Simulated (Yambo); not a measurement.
Yambo run on HgZnS$_{2}$ (space group R3m, No. 160). The wavefunctions come from this Quantum ESPRESSO step (LDA, PseudoDojo standard norm-conserving files, scalar-relativistic):

```
&CONTROL
  calculation = 'nscf'
  pseudo_dir = './pseudo'
  outdir = './out'
/
&SYSTEM
  ibrav = 0
  nat = 4
  ntyp = 3
  ecutwfc = 84.0
  ecutrho = 336.0
  occupations = 'fixed'
  force_symmorphic = .true.
  nbnd = 183
/
&ELECTRONS
  conv_thr = 4e-09
  diago_full_acc = .true.
  diago_thr_init = 1e-08
/
ATOMIC_SPECIES
S 32.0600 S.upf
Zn 65.3800 Zn.upf
Hg 200.5920 Hg.upf
CELL_PARAMETERS angstrom
  1.952302759767   1.127162523891   6.474509176000
 -1.952302759767   1.127162523891   6.474509176000
 -0.000000000000  -2.254325047782   6.474509176000
ATOMIC_POSITIONS crystal
S   0.868913391000   0.868913391000   0.868913391000
S   0.383733091900   0.383733091900   0.383733091900
Zn   0.501003781100   0.501003781100   0.501003781100
Hg   0.996365736100   0.996365736100   0.996365736100
K_POINTS automatic
4 4 4 0 0 0
```

Yambo input:

```
rim_cut
gw0
dyson
el_el_corr
HF_and_locXC
ppa
em1d
RandQpts= 1000000
RandGvec= 1 Ry
EXXRLvcs= 84 Ry
VXCRLvcs= 336 Ry
Chimod= "HARTREE"
% BndsRnXp
 9 | 182 |
%
NGsBlkXp= 8 Ry
% LongDrXp
 1.0 | 1.0 | 1.0 |
%
PPAPntXp= 27.2114 eV
% GbndRnge
 1 | 182 |
%
GTermKind= "BG"
DysSolver= "n"
ExtendOut
% QPkrange
 1 | 1 | 26 | 27 |
 3 | 3 | 26 | 27 |
 7 | 7 | 26 | 27 |
 13 | 13 | 26 | 27 |
%
```

k points by index: 1 = Γ, 3 = L, 7 = F, 13 = Z.

Resulting energies as the program prints them:

```
#    K-point    Band    Eo [eV]    E [eV]    E-Eo [eV]    Vxc [eV]    Vnlxc [eV]    Sc|Eo [eV]    Sc|E [eV]    dSc/dw|Eo [eV]    Re(Z)    Im(Z)
#
    1    26    0.000000    -0.615442    -0.615442    -15.92269    -18.69068    1.982011    2.152545    -7.538929    0.783052    -0.001357
    1    27    0.324892    0.671503    0.346611    -12.27885    -8.376973    -3.471497    -3.555261    -6.574400    0.805407    -0.001257
    3    26    -1.424263    -2.058987    -0.634724    -14.58667    -17.78214    2.382531    2.560743    -7.638815    0.780807    -0.001424
    3    27    3.155849    3.596416    0.440567    -11.55475    -6.883201    -4.127072    -4.230980    -6.416124    0.809198    -0.001285
    7    26    -0.910510    -1.560416    -0.649906    -15.23815    -18.31191    2.243080    2.423851    -7.567618    0.782406    -0.001388
    7    27    1.771230    2.189893    0.418663    -12.58788    -8.355518    -3.713249    -3.813704    -6.527573    0.806525    -0.001265
    13    26    -0.266222    -0.858697    -0.592475    -15.42310    -18.22158    2.041445    2.206008    -7.556875    0.782648    -0.001372
    13    27    2.087297    2.581452    0.494155    -12.19521    -7.491236    -4.090083    -4.209823    -6.592166    0.804984    -0.001281
```
(The two width columns are left out.) Convergence of these settings isn't established.

Spin-orbit coupling is not included.

Geometry relaxed with LDA.

The structure is a Materials Project entry; no match was found in the copy of COD used, and its stability was not checked.
